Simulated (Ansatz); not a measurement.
CdS:
```
CELL_PARAMETERS angstrom
      4.07155     0.00000     0.00000
     -2.03577     3.52606     0.00000
      0.00000     0.00000    19.93143
ATOMIC_POSITIONS crystal
  Cd 0.00000 0.00000 0.99978
  Cd 0.00000 0.00000 0.49978
  Cd 0.66667 0.33333 0.83320
  Cd 0.33333 0.66667 0.33320
  Cd 0.66667 0.33333 0.16654
  Cd 0.33333 0.66667 0.66654
  S  0.00000 0.00000 0.87464
  S  0.00000 0.00000 0.37464
  S  0.66667 0.33333 0.70810
  S  0.33333 0.66667 0.20810
  S  0.66667 0.33333 0.04143
  S  0.33333 0.66667 0.54143
```

Cartesian axes are those of the cell as given.

**Question.** Give the proper piezoelectric stress tensor with relaxed ions from the program Ansatz at the LDA level (PAW).

**Answer.** In C/m², rows x, y, z, Voigt columns; mesh uncertainty up to 0.00.
```
 0.00   0.00   0.00   0.00   0.18   0.00
 0.00   0.00   0.00   0.18   0.00   0.00
 0.20   0.20  -0.38   0.00   0.00   0.00
```

The elastic tensor of the same run (GPa):

|  | 1 | 2 | 3 | 4 | 5 | 6 |
|---|---|---|---|---|---|---|
| 1 | 94.5 | 59.2 | 49.9 | 0.0 | 0.0 | 0.0 |
| 2 | 59.2 | 94.5 | 49.9 | 0.0 | 0.0 | 0.0 |
| 3 | 49.9 | 49.9 | 105 | 0.0 | 0.0 | 0.0 |
| 4 | 0.0 | 0.0 | 0.0 | 15.9 | 0.0 | 0.0 |
| 5 | 0.0 | 0.0 | 0.0 | 0.0 | 15.9 | 0.0 |
| 6 | 0.0 | 0.0 | 0.0 | 0.0 | 0.0 | 17.7 |

**Question.** Convert to strain constants d = e·S.

**Answer.** In pC/N:
```
 0.0   0.0   0.0   0.0  11.1   0.0
 0.0   0.0   0.0  11.1   0.0   0.0
 3.5   3.5  -7.0   0.0   0.0   0.0
```

Space group P6_3mc. A made-up cell: these elements were put on the sites of a structure type. Its sites differ from those of the usual phase in this space group: another stacking or structure type. Symmetry was held in the LDA relaxation; its stability against distortions is not shown here. Signs of piezoelectric constants follow the polarity of the cell as given.

Potentials: the later of the program's two PAW sets.
